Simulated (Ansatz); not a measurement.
Steps from a short run of molecular dynamics on a 1×1×1 supercell (4 atoms) of Si₃C (ordering on diamond), relaxed with r2SCAN; forces from PBEsol in the plane-wave code Ansatz, 4×4×4 mesh, Fermi-Dirac smearing of 0.069 eV, Langevin thermostat and barostat (NPT), set at 800 K. Classical nuclei, no spin polarisation; a few dozen steps show the first response, not equilibrium. The structure comes from a prototype and may be hypothetical.

Q: At 8 fs the positions in Å are
```
cell (Å): 1.698 0.980 5.869; -1.698 0.980 5.869; 0.000 -1.961 5.869
C    1.688   1.063   5.876
Si   0.017  -0.041   8.695
Si  -0.005   0.040   6.450
Si   0.015  -0.025  15.656
```
What are the forces, and how far does the free energy (smearing included) lie above that of step 0, with the atoms on their sites?

A: 22.3 meV an atom; forces in eV/Å:
```
cell (Å), as above: 1.698 0.980 5.869; -1.698 0.980 5.869; 0.000 -1.961 5.869
C    0.064  -0.530  -0.303
Si  -0.024   0.209   0.803
Si  -0.033   0.390  -1.521
Si  -0.007  -0.068   1.020
```

Q: At 12 fs the positions in Å are
```
cell (Å): 1.697 0.980 5.864; -1.697 0.980 5.864; 0.000 -1.959 5.864
C    1.692   1.078   5.881
Si   0.022  -0.054   8.662
Si  -0.005   0.070   6.459
Si   0.016  -0.039  15.631
```
What are the forces, and how far does the free energy (smearing included) lie above that of step 0, with the atoms on their sites?

A: 39.9 meV an atom; forces in eV/Å:
```
cell (Å), as above: 1.697 0.980 5.864; -1.697 0.980 5.864; 0.000 -1.959 5.864
C    0.017  -0.447  -0.469
Si  -0.079   0.148   1.439
Si   0.004   0.290  -2.090
Si   0.058   0.010   1.120
```

Q: At 16 fs the positions in Å are
```
cell (Å): 1.695 0.979 5.858; -1.695 0.979 5.858; 0.000 -1.957 5.858
C    1.703   1.093   5.885
Si   0.014  -0.066   8.634
Si  -0.006   0.103   6.456
Si   0.016  -0.054  15.611
```
What are the forces, and how far does the free energy (smearing included) lie above that of step 0, with the atoms on their sites?

A: 52.7 meV an atom; forces in eV/Å:
```
cell (Å), as above: 1.695 0.979 5.858; -1.695 0.979 5.858; 0.000 -1.957 5.858
C   -0.113  -0.327  -0.647
Si   0.028   0.065   1.885
Si   0.120   0.164  -2.344
Si  -0.034   0.098   1.106
```

Q: At 20 fs the positions in Å are
```
cell (Å): 1.693 0.978 5.852; -1.693 0.978 5.852; 0.000 -1.955 5.852
C    1.710   1.101   5.887
Si   0.010  -0.079   8.618
Si  -0.010   0.135   6.437
Si   0.023  -0.076  15.601
```
What are the forces, and how far does the free energy (smearing included) lie above that of step 0, with the atoms on their sites?

A: 50.9 meV an atom; forces in eV/Å:
```
cell (Å), as above: 1.693 0.978 5.852; -1.693 0.978 5.852; 0.000 -1.955 5.852
C   -0.249  -0.146  -0.795
Si   0.168  -0.066   1.917
Si   0.256  -0.044  -2.073
Si  -0.175   0.255   0.951
```

Q: At 60 fs the positions in Å are
```
cell (Å): 1.669 0.964 5.769; -1.669 0.964 5.769; 0.000 -1.927 5.769
C    1.645   1.271   5.674
Si   0.080  -0.131   8.506
Si   0.007   0.237   6.178
Si   0.065  -0.128  15.389
```
What are the forces, and how far does the free energy (smearing included) lie above that of step 0, with the atoms on their sites?

A: 44.3 meV an atom; forces in eV/Å:
```
cell (Å), as above: 1.669 0.964 5.769; -1.669 0.964 5.769; 0.000 -1.927 5.769
C    0.288  -1.280   0.201
Si  -0.222   0.123  -0.641
Si  -0.211   0.715   0.397
Si   0.144   0.443   0.042
```

Q: At 64 fs the positions in Å are
```
cell (Å): 1.668 0.963 5.765; -1.668 0.963 5.765; 0.000 -1.926 5.765
C    1.663   1.254   5.675
Si   0.082  -0.121   8.466
Si  -0.006   0.248   6.186
Si   0.048  -0.115  15.356
```
What are the forces, and how far does the free energy (smearing included) lie above that of step 0, with the atoms on their sites?

A: 34.7 meV an atom; forces in eV/Å:
```
cell (Å), as above: 1.668 0.963 5.765; -1.668 0.963 5.765; 0.000 -1.926 5.765
C    0.012  -0.955  -0.034
Si  -0.500   0.136  -0.133
Si   0.056   0.433  -0.073
Si   0.432   0.386   0.240
```
